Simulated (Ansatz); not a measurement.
The relaxed structure here is a generated cell of Ti: the first start was made by placing the elements on the sites of a structure type, and the end was not matched to a known phase here, so it may be hypothetical. Known forms of Ti include space group No. 194.

The end point of a relaxation of Ti. Space group P6/mmm (No. 191). Calculation: r2SCAN (plane waves to 500 eV, PAW, scalar-relativistic; Ansatz, a first-principles code).

```cif
data_Ti3
_chemical_formula_sum 'Ti3'
_space_group_name_H-M_alt 'P6/mmm'
_space_group_IT_number 191
_space_group_name_Hall '-P 6 2'
_cell_length_a 4.56846
_cell_length_b 4.56846
_cell_length_c 2.82508
_cell_angle_alpha 90.000
_cell_angle_beta 90.000
_cell_angle_gamma 120.000
loop_
_atom_site_label
_atom_site_type_symbol
_atom_site_symmetry_multiplicity
_atom_site_Wyckoff_symbol
_atom_site_fract_x
_atom_site_fract_y
_atom_site_fract_z
_atom_site_occupancy
Ti1 Ti 1 a 0.00000 0.00000 0.00000 1
Ti2 Ti 2 d 0.33333 0.66667 0.50000 1
```

For Ti, the volume per atom is 17.02 Å³, the band gap is no gap (metallic) and the shortest distances is Ti–Ti 2.64 Å. The k-mesh is 12×12×16.

No spin polarisation in the result.

The run could not lose the symmetry of its start: the end is stationary, and may be a saddle point rather than a minimum.

All atoms sit on sites fixed by symmetry, so only the cell could relax.
